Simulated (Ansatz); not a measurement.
Energy over volume and axial ratio for GaAs (zinc blende)

GaAs (zinc blende)

Space group F-43m (No. 216); a = b = c = 5.667 Å, α = β = γ = 90.00°

```
atom  site  symmetry       x       y       z
----  ----  --------  ------  ------  ------
As      4c      -43m  0.2500  0.2500  0.2500
Ga      4a      -43m  0.0000  0.0000  0.0000
```
(The calculation used a cell of 2 atoms; values per cell refer to that cell.)

The relaxed cell is deformed in two ways at once: its volume V is scaled, and at that volume it is stretched along z (the c axis of the conventional cell) so that c/a changes. Fractional atomic positions are held.

The numbers are results of r2SCAN (plane waves to 500 eV, PAW, scalar-relativistic; Ansatz, a quantum-chemistry and plane-wave program), not measurements. k mesh 10×10×10 (Γ-centred), Fermi-Dirac smearing 0.05 eV. Energies are smeared free energies. Compression counts positive. GaAs was relaxed with its symmetry unable to fall. The zero of ΔE is the relaxed starting cell.

ΔE (meV/atom), with V/V₀ across and (c/a)/(c/a)₀ down:

```tsv
(c/a)/(c/a)₀ \ V/V₀	0.960	0.980	1.000	1.020	1.040
0.880	51.1	45.3	44.0	46.7	53.0
0.940	19.8	13.2	11.3	13.4	19.2
1.000	8.9	2.1	0.0	2.0	7.6
1.060	20.2	13.6	11.6	13.7	19.4
1.120	54.5	48.3	46.5	48.8	54.7
```

P (GPa), with V/V₀ across and (c/a)/(c/a)₀ down:

```csv
(c/a)/(c/a)₀ \ V/V₀,0.960,0.980,1.000,1.020,1.040
0.880,2.89,1.22,-0.27,-1.61,-2.79
0.940,3.17,1.47,-0.06,-1.42,-2.63
1.000,3.25,1.53,0.00,-1.37,-2.59
1.060,3.19,1.48,-0.04,-1.40,-2.62
1.120,3.06,1.38,-0.13,-1.47,-2.67
```

Key numbers:

```
Quantity                                                                                            Value
-----------------------------------------------------  --------------------------------------------------
Shear modulus C′ = (C11 − C12)/2 (fit, atoms clamped)                                              34 GPa
Lowest place on the grid                                V/V₀ = 1.000, (c/a)/(c/a)₀ = 1.000 (0.0 meV/atom)
Highest place on the grid                              V/V₀ = 1.040, (c/a)/(c/a)₀ = 1.120 (54.7 meV/atom)
```

(A scan under strain: stresses follow from slopes of the energy per volume, elastic moduli from its curvatures.)
